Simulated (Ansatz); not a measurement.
## Rocksalt alloy of MgO and CaO (6 of 32 Mg sites exchanged), 64 atoms

Ansatz, PAW, plane waves. PBEsol relaxation of volume and atoms (shape held) at the single k point (¼, ¼, ¼) without its symmetry partners; single points on the relaxed atoms at the single k point (¼, ¼, ¼) without its symmetry partners, onto which points of the small cell's zone fold. Arrangement: quasirandom. No spin–orbit coupling unless named.

Relaxed structure:

```yaml
crystal:
  lattice:
    - [8.68337, 0.00000, 0.00000]
    - [0.00000, 8.68337, 0.00000]
    - [0.00000, 0.00000, 8.68337]
  atoms:
    - { symbol: O, position: [0.24085, 0.00275, 0.99991] }
    - { symbol: O, position: [0.25087, 0.00110, 0.49994] }
    - { symbol: O, position: [0.26059, 0.49783, 0.00006] }
    - { symbol: O, position: [0.26195, 0.49945, 0.50072] }
    - { symbol: O, position: [0.76040, 0.01213, 0.99949] }
    - { symbol: O, position: [0.74870, 0.00247, 0.49966] }
    - { symbol: O, position: [0.73749, 0.48813, 0.00040] }
    - { symbol: O, position: [0.73635, 0.49738, 0.50005] }
    - { symbol: O, position: [0.00296, 0.23970, 0.01439] }
    - { symbol: O, position: [0.00069, 0.23814, 0.48754] }
    - { symbol: O, position: [0.01258, 0.76232, 0.01431] }
    - { symbol: O, position: [0.00294, 0.76325, 0.48788] }
    - { symbol: O, position: [0.49753, 0.25931, 0.00385] }
    - { symbol: O, position: [0.49875, 0.24953, 0.49745] }
    - { symbol: O, position: [0.48866, 0.73963, 0.00411] }
    - { symbol: O, position: [0.49738, 0.75066, 0.49749] }
    - { symbol: O, position: [0.99983, 0.00046, 0.25243] }
    - { symbol: O, position: [0.99931, 0.00056, 0.74624] }
    - { symbol: O, position: [0.99902, 0.50099, 0.25088] }
    - { symbol: O, position: [0.99591, 0.50078, 0.75075] }
    - { symbol: O, position: [0.49980, 0.00009, 0.26128] }
    - { symbol: O, position: [0.49962, 0.00016, 0.73791] }
    - { symbol: O, position: [0.49939, 0.50000, 0.25290] }
    - { symbol: O, position: [0.49974, 0.50017, 0.74779] }
    - { symbol: O, position: [0.25276, 0.25031, 0.25137] }
    - { symbol: O, position: [0.26265, 0.25053, 0.74940] }
    - { symbol: O, position: [0.25281, 0.75030, 0.25288] }
    - { symbol: O, position: [0.26259, 0.75006, 0.74791] }
    - { symbol: O, position: [0.74655, 0.24999, 0.25256] }
    - { symbol: O, position: [0.73584, 0.24993, 0.74712] }
    - { symbol: O, position: [0.74667, 0.75030, 0.26172] }
    - { symbol: O, position: [0.73587, 0.75064, 0.73769] }
    - { symbol: Mg, position: [0.00254, 0.00300, 0.00739] }
    - { symbol: Mg, position: [0.00043, 0.00086, 0.49508] }
    - { symbol: Mg, position: [0.49887, 0.00080, 0.49905] }
    - { symbol: Mg, position: [0.49750, 0.49776, 0.00167] }
    - { symbol: Mg, position: [0.49896, 0.49957, 0.49902] }
    - { symbol: Mg, position: [0.25341, 0.25013, 0.00441] }
    - { symbol: Mg, position: [0.25572, 0.24748, 0.49695] }
    - { symbol: Mg, position: [0.25260, 0.75046, 0.00456] }
    - { symbol: Mg, position: [0.25550, 0.75353, 0.49706] }
    - { symbol: Mg, position: [0.74521, 0.25014, 0.00467] }
    - { symbol: Mg, position: [0.74266, 0.24755, 0.49691] }
    - { symbol: Mg, position: [0.74235, 0.75371, 0.49773] }
    - { symbol: Mg, position: [0.24842, 0.00085, 0.25382] }
    - { symbol: Mg, position: [0.25327, 0.00094, 0.74617] }
    - { symbol: Mg, position: [0.25604, 0.49986, 0.25142] }
    - { symbol: Mg, position: [0.26230, 0.49992, 0.74994] }
    - { symbol: Mg, position: [0.75155, 0.00326, 0.25684] }
    - { symbol: Mg, position: [0.74605, 0.00387, 0.74267] }
    - { symbol: Mg, position: [0.74299, 0.49702, 0.25430] }
    - { symbol: Mg, position: [0.73762, 0.49635, 0.74632] }
    - { symbol: Mg, position: [0.00036, 0.24497, 0.25123] }
    - { symbol: Mg, position: [0.00368, 0.75603, 0.25311] }
    - { symbol: Mg, position: [0.49898, 0.25226, 0.25336] }
    - { symbol: Mg, position: [0.49908, 0.25227, 0.74603] }
    - { symbol: Mg, position: [0.49701, 0.74785, 0.25588] }
    - { symbol: Mg, position: [0.49770, 0.74793, 0.74245] }
    - { symbol: Ca, position: [0.00158, 0.49820, 0.00379] }
    - { symbol: Ca, position: [0.99954, 0.50037, 0.49778] }
    - { symbol: Ca, position: [0.49826, 0.00157, 0.00008] }
    - { symbol: Ca, position: [0.74794, 0.75007, 0.00227] }
    - { symbol: Ca, position: [0.99965, 0.24759, 0.75074] }
    - { symbol: Ca, position: [0.00199, 0.75358, 0.74825] }
```

Problem. What are the mean bond lengths by pair (pairs within 1.2 times the sum of covalent radii, less contacts 15 % beyond the pair's median; cation–cation pairs of compounds aside; long ionic contacts are cut short by that bound)?

Solution. Ca–O 2.253 ± 0.049 Å (standard deviation, 36 bonds); Mg–O 2.153 ± 0.056 Å (standard deviation, 156 bonds).

Problem. What gap lies between the top filled and the lowest empty level in the single points?

Solution. r²SCAN 6.14 eV (8 s on NVIDIA H100). Away from Γ this isn't the crystal's band gap.
